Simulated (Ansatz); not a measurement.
Relaxing a structure of Si₂Mo

The start is a generated cell, Si2Mo built in the MoSi2 structure type. The cell and all atomic positions are relaxed at zero pressure with PBE (plane waves to 420 eV, PAW, scalar-relativistic; Ansatz, a quantum-chemistry and plane-wave program). First-step values are on the input's coarse k-mesh.

Ansatz input (later rounds restart from its end on a renewed k-mesh):
Ansatz 0.2 input:
```yaml
crystal:
  lattice:
    - [-1.6032, 1.6032, 3.9239]
    - [1.6032, -1.6032, 3.9239]
    - [1.6032, 1.6032, -3.9239]
  atoms:
    - { symbol: Mo, position: [0, 0, 0] }
    - { symbol: Si, position: [0.3353, 0.3353, 0] }
    - { symbol: Si, position: [0.6647, 0.6647, 0] }
basis: { ecutwfc: 420, ecutrho_ratio: 4, xc_grid: 2, fft_grid_basis: typed }
kpoints: { mp_grid: { grid: [10, 10, 10] } }
hamiltonian:
  xc: pbe
  dispersion: none
  pseudopotentials: { azcp: { folder: ./paw }, kind: paw }
scf: { occupations: { method: fermi_dirac, width: 0.05 } }
relax: { f_tol: 0.01, max_steps: 100, cell: { stress_tol: 0.02 } }
output: { forces: true, stress: true }
```

How large is the pressure on the unrelaxed cell, and of which sign?

+2 GPa (positive: the cell is compressed).

How much energy is released per atom?

Under 0.01 eV/atom.

How do the shortest distances between atoms change?

The closest pairs of elements (up to four, under 3.6 Å), start → end: Si–Si 2.59 → 2.60 Å; Mo–Si 2.61 → 2.62 Å; Mo–Mo 3.21 → 3.22 Å.

What band gap does the relaxed structure have at this level?

No gap (metallic).

The space group stays I4/mmm (No. 139) (the run could not lower it); the end is AFLOW prototype AB2_tI6_139_a_e (C11_b, as in Si2Mo), with 3 atoms in the primitive cell. Final values are on a 20×20×20 k-mesh of the relaxed cell. No spin polarisation in the result.

The run could not lose the symmetry of its start.
